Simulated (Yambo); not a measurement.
G0W0@PBEsol for CdTe (zinc blende, space group F-43m, No. 216) in Yambo. Reference settings: 4×4×4 Γ-centred k mesh, bands 5 to 165 and a 10 Ry block in the screening, 165 bands in G with the Bruneval-Gonze terminator, plasmon pole fitted at 27.2 eV. The PBEsol gap Γ → Γ on this mesh is 0.65 eV; G0W0 gaps are taken between the same points.

```tsv
change from the reference	G0W0 gap Γ → Γ (eV)	shift of the valence edge (eV)
reference settings	1.82	-1.11
91 bands in W, 91 bands in G, 2 Ry block	1.76	-0.71
128 bands in W, 128 bands in G, 4 Ry block, no terminator	1.77	-0.84
6×6×6 mesh	1.84	-1.16
60 bands in W, 60 bands in G, no terminator	___	-0.66
exchange cut at 40 Ry	1.80	-1.08
60 bands in W, 60 bands in G, 4 Ry block	1.87	-0.78
40 bands in W, 40 bands in G, 6 Ry block	___	-0.71
```

Question: Estimate the withheld gaps from the other rows; the computed values follow.

Answer: 
- 60 bands in W, 60 bands in G, no terminator, G0W0 gap Γ → Γ (eV): 1.88
- 40 bands in W, 40 bands in G, 6 Ry block, G0W0 gap Γ → Γ (eV): 2.02

The reference isn't shown to be the converged limit.

The standard potential for Te keeps a d shell in the valence without the s and p states of that shell. In tests on such compounds this moved G0W0 gaps by up to about 0.9 eV, so absolute quasiparticle energies here are unreliable; differences between settings are what counts.

Spin-orbit coupling is not included.

Geometry relaxed with PBEsol; primitive cell a = 4.5885 Å, b = 4.5885 Å, c = 4.5885 Å, α = 60.00°, β = 60.00°, γ = 60.00°.

A shift is the quasiparticle energy of the state minus its PBEsol energy.
